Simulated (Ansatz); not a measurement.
GdCu (Pm-3m); free moments from the typed start.

```yaml
crystal:
  lattice:
    - [3.50200, 0.00000, 0.00000]
    - [0.00000, 3.50200, 0.00000]
    - [0.00000, 0.00000, 3.50200]
  atoms:
    - { symbol: Gd, position: [0.50000, 0.50000, 0.50000] }
    - { symbol: Cu, position: [0.00000, 0.00000, 0.00000] }
```

The geometry is a structure as deposited in COD, held fixed and not relaxed.

Functional, mesh and filling: LDA, 12×12×12 k mesh, Fermi–Dirac smearing of 0.05 eV. PAW means Ansatz 0.2.0 on its default frozen-core files. Site moments are integrated in spheres about the atoms. Start moments (μB): Gd1 7.

Iteration by iteration:

| iteration | Harris–Foulkes energy less the last (meV) | density residual (eV) | M (μB) | ∫|m| (μB) |
| --- | --- | --- | --- | --- |
| 1 | -2124.025 | 2.8e+01 | 7.0608 | 7.0649 |
| 2 | -1168.336 | 3.4e+00 | 6.9833 | 6.9867 |
| 3 | -32.533 | 2.6e-01 | 6.9805 | 6.9850 |
| 4 | -21.831 | 3.1e-01 | 7.0093 | 7.0155 |
| 5 | -25.112 | 1.9e-01 | 7.0769 | 7.0825 |
| 6 | 2.278 | 4.0e-02 | 7.0805 | 7.0861 |
| 7 | -17.737 | 3.2e-02 | 7.0874 | 7.0932 |
| 8 | -0.557 | 1.6e-03 | 7.0873 | 7.0929 |
| 9 | 0.002 | 3.7e-04 | 7.0878 | 7.0934 |
| 10 | 0.155 | 1.3e-04 | 7.0884 | 7.0939 |
| 11 | 0.018 | 3.7e-05 | 7.0869 | 7.0925 |
| 12 | 0.001 | 8.0e-06 | 7.0862 | 7.0917 |
| 13 | 0.000 | 7.7e-07 | 7.0855 | 7.0911 |
| 14 | 0.000 | 2.8e-07 | 7.0854 | 7.0910 |
| 15 | 0.000 | 3.1e-09 | 7.0854 | 7.0909 |

Site moments (μB): Gd1 6.94, Cu2 0.01. Cell moment 7.09 μB.

The PAW files were made with PBE; the program remakes their cores once for the run's functional and then keeps them frozen. Without U a semilocal functional puts the f levels too near the Fermi level, which can change moments and the order of magnetic states; site and cell moments are spin moments. Spin–orbit coupling is left out although heavy atoms are present. With open f shells a run can end in a state that isn't the lowest. The magnetic state is the one that this cell and start allow. It needn't be the compound's measured order, which may need a larger cell or be absent.
